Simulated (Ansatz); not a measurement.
## MoI₃ (ReO3-type structure)

Method: PBE+U (U_eff = 4.4 eV on Mo 4d), scalar-relativistic; collinear spin; PAW, 420 eV, 6×6×6 k-mesh, Gaussian smearing of 0.05 eV; code Ansatz. The datasets are Ansatz's generated set soft_2.

```cif
data_structure
_symmetry_space_group_name_H-M 'P 1'
_symmetry_Int_Tables_number 1
_cell_length_a 5.8151
_cell_length_b 5.8151
_cell_length_c 5.8151
_cell_angle_alpha 90.000
_cell_angle_beta 90.000
_cell_angle_gamma 90.000
_cell_volume 196.64
loop_
_atom_site_label
_atom_site_type_symbol
_atom_site_fract_x
_atom_site_fract_y
_atom_site_fract_z
_atom_site_occupancy
Mo1 Mo 0.00000 0.00000 0.00000 1
I1 I 0.50000 0.00000 0.00000 1
I2 I 0.00000 0.00000 0.50000 1
I3 I 0.00000 0.50000 0.00000 1
```

The start was a prototype's sites filled with these elements, not a measured cell. The ideal cubic cell shuts out tilts of the octahedra, which such structures often take.

Magnetic state: ferromagnetic, site spin moments Mo 3.13; I -0.16 μB.

The geometry was relaxed with PBE+U and stays fixed; the gap of the first row includes a band path, the others are on their meshes. A negative pressure means that the level wants a smaller cell.

```tsv
level	k-mesh	gap (eV)	P (GPa)	largest spin moment (μB)
PBE+U (U_eff = 4.4 eV on Mo 4d)	6×6×6	metal	0.0	3.13
PBE+U (U_eff = 5 eV on Mo 4d)	6×6×6	metal	0.3	3.19
PBE+U (U_eff = 1 eV on Mo 4d)	6×6×6	metal	-1.7	2.66
```

Question: And under PBE+U (U_eff = 2 eV on Mo 4d) (6×6×6): gap, the largest spin moment, pressure?

Answer: Gap zero (metallic), pressure -1.1 GPa, largest spin moment 2.85 μB.

**Reading the ladder.**

To first order a pressure P at this geometry moves the equilibrium volume by ΔV/V ≈ P/B0, with B0 = 20 GPa from PBE+U's equation of state: PBE+U (U_eff = 2 eV on Mo 4d) −1.11/20.3 = −5.5 %, about 46.5 Å³/atom; PBE+U (U_eff = 1 eV on Mo 4d) −1.65/20.3 = −8.1 %, about 45.2 Å³/atom; PBE+U (U_eff = 5 eV on Mo 4d) 0.27/20.3 = +1.3 %, about 49.8 Å³/atom (from 49.16). These are estimates, not relaxations, and those over 6 % overshoot where the cell shrinks, since it stiffens.

From U = 1 to 5 eV on Mo the pressure goes from -1.7 to 0.3 GPa, the crystal stays metallic, and the largest spin moment goes from 2.66 to 3.19 μB. A larger U localises the open shell and takes it out of the bonding, so the cell wants to grow.

No row holds spin–orbit coupling, which matters for elements this heavy.

Open d and f shells can converge to several self-consistent states; this is the one that the run reached.

Pressures are a third of the stress tensor's trace.
